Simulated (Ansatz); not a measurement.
Input:

CsPbCl3:
```yaml
crystal:
  lattice:
    - [5.67138, 0.00000, 0.00000]
    - [0.00000, 5.67138, 0.00000]
    - [0.00000, 0.00000, 5.67138]
  atoms:
    - { symbol: Cs, position: [0.00000, 0.00000, 0.00000] }
    - { symbol: Pb, position: [0.50000, 0.50000, 0.50000] }
    - { symbol: Cl, position: [0.00000, 0.50000, 0.50000] }
    - { symbol: Cl, position: [0.50000, 0.50000, 0.00000] }
    - { symbol: Cl, position: [0.50000, 0.00000, 0.50000] }
```

This is the r²SCAN-relaxed structure.

**Question.** All from the program Ansatz at the r²SCAN level (PAW), unless another level is named. Predict the Poisson's ratio.

**Answer.** 0.31.

**Question.** Give the elastic constants (relaxed ions, GPa).

**Answer.** C11 = 57.5, C12 = 8.4, C44 = 5.5.

Space group Pm-3m (cubic perovskite). This is a known high-temperature phase of the composition, computed here at zero pressure and temperature. The r²SCAN relaxation kept the symmetry of its start; its stability against distortions is not shown here. Spin–orbit coupling is left out wherever it is not named.

Potentials: the later of the program's two PAW sets.
